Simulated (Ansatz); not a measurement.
## Cold compression of Y (sc type)

```
Y
1.0
     3.19106    0.00000    0.00000
     0.00000    3.19106    0.00000
     0.00000    0.00000    3.19106
Y
1
Cartesian
  0.0000 0.0000 0.0000
```

The cell comes from a relaxation on PAW files under the same functional, begun from a prototype that needn't be the stable phase.

Its volume is scaled at fixed shape and fractional positions.

Computed with Ansatz 0.2.0; functional PBEsol, scalar-relativistic. Settings: a Γ-centred 12×12×12 k mesh, Fermi–Dirac smearing of 0.08 eV, no spin polarisation. Methods: LAPW: all electrons, basis error target 1 meV/atom; PAW: frozen-core files, cutoff 420 eV; crystal datasets: all electrons, by PAW datasets that the program makes for each cell; norm-conserving: pseudopotentials, cutoff 980 eV; PAW (cutoff 300 eV): frozen-core files, cutoff 300 eV.

Energies are extrapolated to zero smearing and count from the unscaled cell; pressure is positive in compression; gaps take the mesh and a band path. No temperature or zero-point motion is included.

The PAW files were made under PBE. The structure type is held throughout; the real material can change phase at far lower pressure.

```
V/V0  V (Å³/atom)  P LAPW (GPa)  ΔE LAPW (eV/atom)  P PAW − LAPW (GPa)  ΔE PAW − LAPW (meV/atom)
1.00        32.49          0.02              0.000                0.00                       0.0
0.92        29.89             ?                  ?                   ?                         ?
0.84        27.30          6.61              0.087                0.00                       0.0
0.76        24.70         12.54              0.238                0.00                      -0.1
0.68        22.10          21.8              0.509               -0.01                      -0.2
0.60        19.50          36.8              0.972               -0.01                      -0.3
0.52        16.90          62.8              1.756               -0.03                      -0.7
0.45        14.62         103.6              2.909               -0.06                      -1.3
```

(1) Fit the Vinet equation to the LAPW pressures shown (residuals weighted by 1/(|P| + 0.03·Pmax)), and predict the pressure of the withheld row.

(2) At the smallest volume, how far do crystal datasets and norm-conserving and PAW (cutoff 300 eV) lie from LAPW in pressure?

(3) How do the Löwdin populations by LAPW change from the unscaled cell to the last row?

## Answers

(1) The fit gives V0 = 32.54 Å³/atom, B0 = 24.8 GPa and B0′ = 4.50. At 29.89 Å³/atom, x = (V/V0)^(1/3) = 0.9721, and P = 3·B0·(1 − x)/x²·exp[1.5·(B0′ − 1)·(1 − x)] = 2.54 GPa. The run itself gave 2.66 GPa (-4.4 % off) and ΔE = 0.017 eV/atom.

(2) crystal datasets: 0.00 GPa; norm-conserving: +0.76 GPa; PAW (cutoff 300 eV): +0.08 GPa, on a LAPW pressure of 103.6 GPa.

(3) Y 4s 1.94 → 1.76, Y 5s 0.80 → 0.43, Y 4p 5.94 → 5.72, Y 4d 2.27 → 3.08 electrons an atom. These are projections on the shells that the free atoms fill; 0.06 e a cell lies outside them at the start and 0.03 e at the end.
